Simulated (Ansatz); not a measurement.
VPPb3O8: ¹⁷O NMR of the central transition

Cell: a Materials Project structure (computed, not necessarily an observed phase), taken as it stands.

Space group R3m:H (No. 160); a = 5.6615, c = 20.7029 Å, γ = 120.00°.

| site | Wyckoff | site symmetry | x | y | z |
| --- | --- | --- | --- | --- | --- |
| V | 3a | 3m | 0.0000 | 0.0000 | 0.4032 |
| P | 3a | 3m | 0.0000 | 0.0000 | 0.5982 |
| Pb3 | 3a | 3m | 0.0000 | 0.0000 | 0.7862 |
| Pb4 | 3a | 3m | 0.0000 | 0.0000 | 0.2070 |
| Pb5 | 3a | 3m | 0.0000 | 0.0000 | 0.9959 |
| O6 | 3a | 3m | 0.0000 | 0.0000 | 0.6737 |
| O7 | 3a | 3m | 0.0000 | 0.0000 | 0.3197 |
| O8 | 9b | .m | 0.6989 | 0.8494 | 0.5732 |
| O11 | 9b | .m | 0.3336 | 0.1668 | 0.4322 |

One atom of each set is listed; the run and its k-mesh use a cell of 13 atoms with edges of 7.64, 7.64, 7.64 Å.

Method: Kohn–Sham DFT in Ansatz, PBE, plane waves and PAW, scalar-relativistic, 420 eV cutoff, Γ-centred 5×5×5 k-points, Fermi–Dirac smearing 0.02 eV.

¹⁷O has I = 5/2 and Q = -25.58 mb (Pyykkö 2018); at 21.1 T its Larmor frequency is ν₀ = 121.8 MHz. Only the quadrupole interaction is simulated: positions count from each site's isotropic chemical shift, and J coupling is left out, as are shift anisotropy and dipolar coupling, which fast spinning averages.

Task: What does the ¹⁷O spectrum (fast magic-angle spinning) show for each site?

Result: 

```csv
site,first shell,C_Q (MHz),η,P_Q (MHz),δ_QIS (ppm),breadth (kHz)
O6,1 P at 1.56 Å; also 4 Pb at 2.33–3.28 Å,-6.67,0.00,6.67,-18.0,4.69
O7,1 V at 1.73 Å; also 1 Pb at 2.33 Å,-2.01,0.00,2.01,-1.63,0.426
O8,1 P at 1.56 Å; also 4 Pb at 2.58–3.07 Å,-4.80,0.11,4.80,-9.33,2.52
O11,1 V at 1.74 Å; also 4 Pb at 2.68–2.86 Å,1.25,0.54,1.31,-0.697,0.197
```

δ_QIS = −(ν_Q²/30ν₀²)[I(I+1) − 3/4](1 + η²/3) × 10⁶ ppm with ν_Q = 3|C_Q|/[2I(2I−1)]; it falls as 1/B₀² in ppm, and the breadth as 1/B₀ in kHz.

An axis of threefold or higher order runs through O6 and O7, so V_zz lies along it and η is zero. At O8 V_zz points along its bond to P (within 2°).

The largest force is 0.9 eV/Å, so the atoms aren't at the calculated equilibrium and relaxing them would move these values.
